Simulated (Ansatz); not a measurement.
# SrHg$_{2}$O$_{2}$ in Ansatz, relaxation

input.yaml:

```yaml
crystal:
  lattice:
    - [2.484205, 4.302763, 0.0]
    - [-2.484205, 4.302763, 0.0]
    - [0.0, 0.0, 5.183711]
  atoms:
    - { symbol: Hg, position: [0.3333, 0.3334, 0.0976] }
    - { symbol: Hg, position: [0.6667, 0.6666, 0.9024] }
    - { symbol: O, position: [0.3333, 0.3334, 0.4589] }
    - { symbol: O, position: [0.6667, 0.6666, 0.5411] }
    - { symbol: Sr, position: [0.0, 0.0, 0.0] }
  symmetry: { tolerance: 0.0003 }
kpoints:
  mp_grid: { grid: [7, 7, 6], shift: [0, 0, 0] }
magnetization:
  spin_polarized: false
scf:
  occupations: { method: fermi_dirac }
  lower_state_search: "off"
hamiltonian:
  pseudopotentials: { kind: paw }
  xc: pbe
basis:
  ecutwfc: 420
  fft_grid_basis: typed
relax:
  max_steps: 60
  cell: { p_target: 0.0 }
  f_tol: 0.03
output:
  forces: true
  stress: true
  eigenvalues: true
  bader: true
  populations: true
  elf: true
  write_potential: true
  volumetric_format: npy
  dos:
    e_range: [-12, 8]
    de: 0.05
    projected: { site_lists: { Hg: [Hg], O: [O], Sr: [Sr] } }
  write_density: true
checkpoint:
  read: saved_state
```

The command:

```bash
ansatz run input.yaml --threads 2 --pin off --max-ram 3584MiB --backend cpu --events-out ev --progress --plain --runs-dir out
```

Origin of the cell: a known structure type with other elements, at an estimated volume, so it need not be a known compound.

The smearing width isn't typed, so it takes its default of 0.1 eV.

The saved state is a converged single point of the same cell.

Steps («new basis» is an SCF on plane waves selected anew at the same cell):

```
step  ΔF (meV/atom)  max force component (eV/Å)  P (GPa)  volume (Å³)  SCF iterations   step was
   1            0.0                       3.168    13.90       110.82               6   accepted
   2         -232.5                       1.651     4.16       121.14               7   accepted
   3         -377.8                       1.409     0.76       120.71               6   accepted
   4         -514.7                       1.791    -0.29       117.67               6   accepted
   5         -634.2                       1.767     0.89       113.55               6   accepted
   6         -692.0                       0.556     2.98       110.07               6   accepted
   7         -781.0                       0.587     1.32       109.89               8   accepted
   8         -873.4                       0.642     0.52       108.70               8   accepted
   9         -965.5                       0.587    -0.05       106.93               8   accepted
  10        -1051.4                       0.457    -0.85       104.95               8   accepted
  11        -1124.8                       0.410    -1.21       101.98               7   accepted
  12        -1189.3                       0.469    -0.58        96.99               7   accepted
  13        -1227.9                       0.210    -0.50        94.02               7   accepted
  14        -1229.1                       0.120     1.25        91.19               6   accepted
  15        -1229.9                       0.109    -0.62        93.98               6   accepted
  16        -1231.3                       0.009     0.01        92.97               5   accepted
  17        -1231.4                       0.002     0.02        92.99               5   accepted
  18        -1228.7                       0.003    -0.23        92.99               7  new basis
  19        -1228.9                       0.011     0.13        92.54               5   accepted
  20        -1228.9                       0.001     0.00        92.69               4   accepted
  21        -1228.8                       0.001     0.00        92.69               5  new basis
```

The starting structure.

Space group P-3m1 (No. 164); the run's cell has a = 4.968 Å, b = 4.968 Å, c = 5.184 Å, α = 90.00°, β = 90.00°, γ = 60.00°. Shortest distances: Hg–O 1.87 Å, O–O 2.90 Å, Hg–Sr 2.91 Å, Hg–Hg 3.04 Å.

After:

Space group P-3m1 (No. 164); the run's cell has a = 4.687 Å, b = 4.687 Å, c = 4.872 Å, α = 90.00°, β = 90.00°, γ = 60.00°. Shortest distances: Hg–O 2.38 Å, O–Sr 2.76 Å, O–O 2.91 Å, Hg–Hg 2.95 Å, Hg–Sr 3.27 Å.

```
CELL_PARAMETERS angstrom
2.34346 4.05899 0.00000
-2.34346 4.05899 0.00000
0.00000 0.00000 4.87207
ATOMIC_POSITIONS crystal
Hg 0.33333 0.33333 0.37817
Hg 0.66667 0.66667 0.62183
O 0.33333 0.33333 0.88962
O 0.66667 0.66667 0.11038
Sr 0.00000 0.00000 0.00000
```

```yaml
Free_energy_lowered_by: 1228.8 meV/atom
Volume_change: -16.36 %
Final_pressure: 0.00 GPa
Relaxation_steps_listed: 21
Gap_on_the_mesh: none (metal)
```

Caveats: no spin, though holes on the anions or broken bonds may carry moments; no spin-orbit coupling, though heavy elements are present; the relaxation held the start's symmetry, so the end may be a saddle point.

The run took 120 s of wall time on 2 CPU thread(s) of a shared host, from a saved density.
